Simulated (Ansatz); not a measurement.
Ru (hcp, Mg type)

```
Ru
1.0
    2.69188     0.00000     0.00000
   -1.34594     2.33123     0.00000
    0.00000     0.00000     4.24566
Ru
2
Direct
  0.33333   0.66667   0.75000
  0.66667   0.33333   0.25000
```

Scan: atom 1 (Ru, nearest neighbour Ru at 2.631 Å; its periodic images, 2.7 Å or more away, move with it) is displaced along Cartesian [110], direction (0.707, 0.707, 0.000) in Cartesian axes, by s. The other atoms stay.

The numbers are results of PBEsol (plane waves to 420 eV, PAW, scalar-relativistic; Ansatz, an electronic-structure program), not measurements. k mesh 16×16×9 (Γ-centred), Fermi-Dirac smearing 0.05 eV. The energy includes the smearing's −TS. With partly filled bands, energies and forces of such displacements shift with the k mesh and the smearing. Ru is run without spin polarisation. Ru was relaxed with its symmetry unable to fall. The zero of ΔE is the undisplaced structure. The last digit holds for this mesh only.

| s (Å) | ΔE (meV/cell) |
|---|---|
| -0.260 | 245.8 |
| -0.208 | 160.3 |
| -0.156 | 92.4 |
| -0.104 | 42.5 |
| -0.052 | withheld |
| 0.000 | 0.0 |
| 0.052 | 11.2 |
| 0.104 | 44.3 |
| 0.156 | 98.0 |
| 0.208 | 171.4 |
| 0.260 | 264.1 |

Problem. Fit a polynomial form (powers 2, 3, 4) to the given rows and predict ΔE at s = -0.052.

Solution. Least squares on the 10 given rows: ΔE = (3984)·s² + (548.4)·s³ + (-3191)·s⁴, in meV/cell with s in Å; root-mean-square residual 0.65 meV/cell. At -0.052 the fit gives 10.7 meV/cell; the calculation gives 11.0 meV/cell, so the interpolation is off by -0.3 (-2.7 %). The quadratic term alone would give 10.8 meV/cell.

(A displaced cell: forces are minus the slopes of the energy, force constants its curvatures, and phonons follow from these.)
